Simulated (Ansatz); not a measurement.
Y2Ni12As7 in space group P-6 (No. 174; Pearson symbol hP21), plane-wave PAW PBE (Ansatz code), all energies at zero smearing, with the estimated change up to a 700 eV cutoff added, with one set of potentials and settings (totals compare only within such a set). Cell of 21 atoms (2 Y, 12 Ni, 7 As): -111778.204 eV.

```csv
element,reference phase,E (eV/atom)
Y,"P6_3/mmc, 2 atoms in the cell",-3848.6668
Ni,"Fm-3m, 1 atoms in the cell, spin-polarised",-5839.7239
As,"R-3m, 2 atoms in the cell",-4856.1377
```

Formation energy per atom, worked out: (-111778.204 − 2×(-3848.6668) − 12×(-5839.7239) − 7×(-4856.1377))/21 = -0.534 eV/atom (-52 kJ per mol of atoms), at 0 K, without zero-point energy or fitted corrections.

The first step of the workflow began from a Materials Project structure, measured or hypothetical; the Crystallography Open Database copy checked does not list it. Whether it is the stable phase at ambient conditions was not checked. Symmetry was held in the PBE relaxation; whether a distortion lowers the energy is not shown. No spin polarisation was allowed. The references are the lowest solids computed at this level, not always the standard phases.

Potentials: the later of the program's two PAW sets.
